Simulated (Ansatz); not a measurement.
Given:

W2N3:
```
CELL_PARAMETERS angstrom
      2.51063     4.32097     0.00000
     -2.51063     4.32097     0.00000
     -1.68885     0.00000     5.09268
ATOMIC_POSITIONS crystal
  W  0.66920 0.99391 0.00858
  W  0.00609 0.33080 0.00858
  W  0.32287 0.67713 0.98406
  W  0.50851 0.49149 0.52291
  N  0.90709 0.09291 0.75022
  N  0.58842 0.74585 0.74772
  N  0.25415 0.41158 0.74772
  N  0.73518 0.58066 0.25000
  N  0.41934 0.26482 0.25000
  N  0.09650 0.90350 0.25220
```

This is the PBE-relaxed structure.

All from PBE (plane waves, PAW; program Ansatz), unless another level is named. Give the electronic character.

no gap, with almost no states at the Fermi level (zero-gap or semimetallic).

Next, the formation energy from the elements (no fitted shifts)?

-0.43 eV/atom.

Space group Cm. The first step of the workflow began from a Materials Project structure, measured or hypothetical; the Crystallography Open Database copy checked does not list it. Its standing as an ambient phase is unchecked. Symmetry was held in the PBE relaxation; whether a distortion lowers the energy is not shown. No spin polarisation was allowed. A small band overlap can be real or an error of a semilocal functional. The references are the lowest solids computed at this level, not always the standard phases (solids in place of the gases). Scalar-relativistic: spin–orbit coupling is off unless named, which matters more the heavier the elements.

Potentials: the later of the program's two PAW sets.
